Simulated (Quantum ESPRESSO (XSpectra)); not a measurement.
**The core hole at the F K edge of ScF3 (R32)**

```cif
data_F3Sc
_chemical_formula_sum 'Sc1 F3'
_space_group_name_H-M_alt 'P 1'
_space_group_IT_number 1
_cell_length_a 4.03934
_cell_length_b 4.03934
_cell_length_c 4.03934
_cell_angle_alpha 90.024
_cell_angle_beta 90.024
_cell_angle_gamma 90.024
loop_
_space_group_symop_operation_xyz
  'x, y, z'
loop_
_atom_site_label
_atom_site_type_symbol
_atom_site_fract_x
_atom_site_fract_y
_atom_site_fract_z
_atom_site_occupancy
Sc1 Sc 0.00000 0.00000 0.00000 1
F1 F 0.50000 0.00193 0.99807 1
F2 F 0.99807 0.50000 0.00193 1
F3 F 0.00193 0.99807 0.50000 1
```

Geometry: Materials Project entry mp-10694 (a computed structure). The cell is the entry's, not relaxed again.

Absorber: atom 2, F on Wyckoff site e (site symmetry .2), with 2 Sc at 2.02 Å.

Model: LDA, no, half or full core hole, dipole K-edge X-ray absorption, plane waves, Troullier-Martins potentials made with ld1.x and PseudoDojo potentials for the other elements (Perdew-Zunger form enforced), scalar-relativistic, no spin, constant broadening; program: Quantum ESPRESSO (XSpectra).

Full-hole run: 32-atom cell (absorber images 8.1 Å apart), 75 Ry, k meshes 2×2×2 (SCF) and 3×3×3 (spectrum), Lorentzian half width 0.5 eV. The ground-state test found a gap, so occupations are fixed and the excited electron is left out (charged cell on a uniform background); energies count from the highest occupied level. Field directions run: x; y; z, weighted by the site's symmetry in the crystal. Intensities are scaled to a mean of 1 over 0–35 eV.

The half-hole run shares these settings; the run without a hole takes the primitive cell with a 5×5×5 mesh.

```
core hole              mean 0–10 eV  mean 10–20 eV  mean 20–30 eV  highest value below 30 eV
---------------------  ------------  -------------  -------------  -------------------------
none (primitive cell)          0.62           1.46           1.00                        2.4
half                           0.65           1.34           0.95                        2.2
full                           0.67           1.22           0.90                        1.9
```

From no hole to a full hole the mean over the first 10 eV goes from 0.62 through 0.65 to 0.67. The cell size was not varied. Each run counts from its own energy zero.
